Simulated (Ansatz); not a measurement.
## Ca: how the energy converges with the cutoff

Ca, P-1, a = 3.955 Å, b = 3.902 Å, c = 6.458 Å, α, β, γ = 89.0°, 90.4°, 120.1°. Ansatz: PBEsol, PAW, cutoff varied, Γ-centred 8×8×6 mesh on 2 atoms, Gaussian smearing 0.10 eV; no spin polarisation. Single points at one geometry with displaced atoms, the cutoff alone changed; ΔE is the energy at zero smearing over the run at 600 eV (runs within 0.3 meV/atom of it are left out). The runs up to 350 eV lie under the cutoff recommended for these PAW datasets.

| cutoff (eV) | ΔE (meV/atom) |
| --- | --- |
| 200 | ? |
| 250 | 177.29 |
| 300 | 17.50 |
| 350 | 0.97 |

Question: Assume ΔE falls exponentially with the cutoff, fit y = ln ΔE against x, the cutoff in eV, to the other rows, and predict the missing value.

Answer: y = 5.178, 2.862, -0.030. Means x = 300.0, y = 2.6700; Σ(Δx)² = 5000, ΣΔxΔy = -260.4; the slope is their ratio. y = 18.29 − 0.05208 x, a factor of ten per 44 eV. At 200 eV this gives ΔE = 2628.06 meV/atom. The run gave 1359.16, a ratio of 1.93. Between neighbouring rows the decay runs from a factor of ten per 40 eV to one per 57 eV, so one exponential is only a rough guide.

This form isn't the element's structure at ambient conditions.